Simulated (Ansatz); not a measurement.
YAl$_{2}$Ge$_{2}$ in space group P-3m1 (No. 164; Y on 1a, Ge on 2d, Al on 2d), PBE (plane waves, PAW; program Ansatz), all energies at zero smearing, with the estimated change up to a 700 eV cutoff added, with one set of potentials and settings (totals compare only within such a set). Cell of 5 atoms (1 Y, 2 Ge, 2 Al): -13515.764 eV.

```
element                reference phase  E (eV/atom)
-------  -----------------------------  -----------
Y        P6_3/mmc, 2 atoms in the cell   -3848.6668
Ge          Fd-3m, 2 atoms in the cell   -4294.9847
Al          Fm-3m, 1 atoms in the cell    -537.5049
```

Formation energy per atom, worked out: (-13515.764 − 1×(-3848.6668) − 2×(-4294.9847) − 2×(-537.5049))/5 = -0.424 eV/atom (-41 kJ per mol of atoms), at 0 K, without zero-point energy or fitted corrections.

The workflow started from an entry of the Crystallography Open Database (COD). Its standing as an ambient phase is unchecked. Symmetry was held in the PBE relaxation; whether a distortion lowers the energy is not shown. The run is not spin-polarised. The references are the lowest solids computed at this level, not always the standard phases.

Potentials: the later of the program's two PAW sets.
